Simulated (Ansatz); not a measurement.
Theory: Ansatz 0.2.0, DFT PBE, scalar-relativistic, plane waves, PAW. Settings: cutoff 420 eV, Γ-centred meshes spaced at most about 0.3 Å⁻¹, and about 0.25 Å⁻¹ or finer for metals (2π included), Gaussian smearing. No spin polarisation in the final relaxations.

These are static total energies at zero pressure.

Two relaxed structures of Cs4In:

A.

```
CELL_PARAMETERS angstrom
-4.82678 4.82678 4.82678
4.82678 -4.82678 4.82678
4.82678 4.82678 -4.82678
ATOMIC_POSITIONS crystal
Cs 0.50000 0.50000 0.50000
Cs 0.50000 0.00000 0.00000
Cs 0.00000 0.00000 0.50000
Cs 0.00000 0.50000 0.00000
In 0.00000 0.00000 0.00000
```

B.

```
CELL_PARAMETERS angstrom
7.88618 0.00000 0.00000
0.00000 7.88618 0.00000
0.00000 0.00000 7.88618
ATOMIC_POSITIONS crystal
Cs 0.27090 0.72910 0.72910
Cs 0.72910 0.27090 0.72910
Cs 0.72910 0.72910 0.27090
Cs 0.27090 0.27090 0.27090
In 0.00000 0.00000 0.00000
```

Question: Which is lower in energy, and by how much?

Answer: A is lower, by 87 meV/atom. A has space group Im-3m (No. 229), 90.0 Å³/atom and no gap on its mesh; B has space group P-43m (No. 215), 98.1 Å³/atom and no gap. Counting all near atoms (those within 1.25 times the shortest distance at each site; a plus sign parts nearer from farther groups), A has Cs 2+6, In 8 and B has Cs 1, In 4. The denser one is the lower, and pressure would at first widen the difference. Even the lower one lies +0.08 eV/atom against the reference forms of the elements (uncorrected), so neither is stable at this level. Both come from invented guesses.

A magnetic state wasn't ruled out in cells without spin, among them Im-3m, P-43m. Cells relaxed within their symmetry can be saddle points.
